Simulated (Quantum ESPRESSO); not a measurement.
KCl (Fm-3m) under strain

```
CELL_PARAMETERS angstrom
      0.00000     3.14187     3.14187
      3.14187     0.00000     3.14187
      3.14187     3.14187     0.00000
ATOMIC_POSITIONS crystal
  K  0.00000 0.00000 0.00000
  Cl 0.50000 0.50000 0.50000
```
The cell comes from the Materials Project (a computed structure). It is KCl in Fm-3m. Stability against distortions was not tested.

Isotropic strain: all lattice vectors are scaled together, so the volume changes by about three times as much; fractional positions kept.

Method: shieldings by PBE GIPAW on JTH datasets (Quantum ESPRESSO, modified build), 25 Ha, k-mesh 4×4×4 shifted, f-sum rule met within 0.002 %. Values are those of the named site's first atom. These are absolute shieldings with no macroscopic susceptibility term; δ = σ_ref − σ needs a reference computed alike. By our sweeps, such settings leave a few ppm in absolute σ. The datasets of Cl hold no d projectors, which limits absolute σ on these atoms.

Unchanged cell: σ_iso K (ppm) = 1148.6, σ_iso Cl (ppm) = 902.6.

Question: How do these values move along the path (lattice scale factor: 0.98, 0.99, 1.01, 1.02)?

Answer: 
| lattice scale factor | σ_iso K (ppm) | σ_iso Cl (ppm) |
|---|---|---|
| 0.98 | 1127.1 | 876.5 |
| 0.99 | 1138.1 | 889.8 |
| 1 | 1148.6 | 902.6 |
| 1.01 | 1158.5 | 914.7 |
| 1.02 | 1167.7 | 926.2 |
